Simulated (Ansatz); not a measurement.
Clean, relaxed (110) surface of Al2Cu, space group I4/mcm (No. 140) (top face towards +c; atoms held fixed, by place in the list: 1, 2, 3, 4, 5, 6):

```yaml
crystal:
  lattice:
    - [4.81038, 0.00000, 0.00000]
    - [-2.40519, 4.21748, 0.00000]
    - [0.00000, 0.00000, 25.43496]
  atoms:
    - { symbol: Al, position: [0.40820, 0.81641, 0.33419] }
    - { symbol: Al, position: [0.09180, 0.18359, 0.33419] }
    - { symbol: Al, position: [0.75000, 0.50000, 0.38665] }
    - { symbol: Cu, position: [0.75000, 0.00000, 0.41709] }
    - { symbol: Cu, position: [0.25000, 0.00000, 0.41709] }
    - { symbol: Al, position: [0.25000, 0.50000, 0.44753] }
    - { symbol: Al, position: [0.90814, 0.81629, 0.50049] }
    - { symbol: Al, position: [0.59186, 0.18371, 0.50049] }
    - { symbol: Al, position: [0.25000, 0.50000, 0.55480] }
    - { symbol: Cu, position: [0.25000, 0.00000, 0.58311] }
    - { symbol: Cu, position: [0.75000, 0.00000, 0.58311] }
    - { symbol: Al, position: [0.75000, 0.50000, 0.61911] }
    - { symbol: Al, position: [0.41289, 0.82577, 0.66899] }
    - { symbol: Al, position: [0.08711, 0.17423, 0.66899] }
```

These are results of DFT PBE+D3(BJ), scalar-relativistic, plane waves, PAW (Ansatz), not measurements. Settings: cutoff 420 eV, Γ-centred mesh 7×7×1 on the computed 14-atom cell, Gaussian smearing of 0.10 eV; no spin polarisation. The cell repeats along c with a dipole correction in the vacuum.

Cl (atom) is adsorbed on the top face, one adsorbate per 20.3 Å², and relaxed from 3 starting sites (fractions of a and b). E_ads counts from the clean slab and the free adsorbate (spin-polarised where it has unpaired electrons); negative means bound. Heights count from the highest slab atom after relaxation. Δφ is the top face's. Δp counts per cell along +c. Bonded neighbours lie within 1.25 times the sum of covalent radii (1.35 for H) and, on that scale, within 12 % of the closest. With the adsorbate the cell is lengthened along c to keep the vacuum.

```json
{"start": "top (Al) at (0.41, 0.83)", "ends at": "(0.53, 0.06), 1 bonded neighbour (Al)", "E_ads (eV)": "-3.69", "height (Å)": "1.94", "shortest contact": "Cl–Al 2.20 Å", "Δφ (eV)": "+0.81", "Δp (e·Å)": "-0.088"}
{"start": "bridge (Al-Al) at (0.91, 0.83)", "ends at": "(0.97, 0.94), 1 bonded neighbour (Al)", "E_ads (eV)": "-3.69", "height (Å)": "1.94", "shortest contact": "Cl–Al 2.20 Å", "Δφ (eV)": "+0.80", "Δp (e·Å)": "-0.088"}
{"start": "hollow (over Al) at (0.75, 0.50)", "ends at": "(0.75, 0.50), 1 bonded neighbour (Al)", "E_ads (eV)": "-3.11", "height (Å)": "1.34", "shortest contact": "Cl–Al 2.48 Å", "Δφ (eV)": "+0.27", "Δp (e·Å)": "-0.031"}
```

Among the sites tried, the lowest end comes from the top (Al) at (0.41, 0.83) start; the bridge (Al-Al) at (0.91, 0.83) start ended within 0.02 eV of it, though not always at the same place; other sites may lie lower.

Each end is the local minimum or symmetric point that its start leads to.

Spin polarisation was left out, and a magnetic state may lie lower.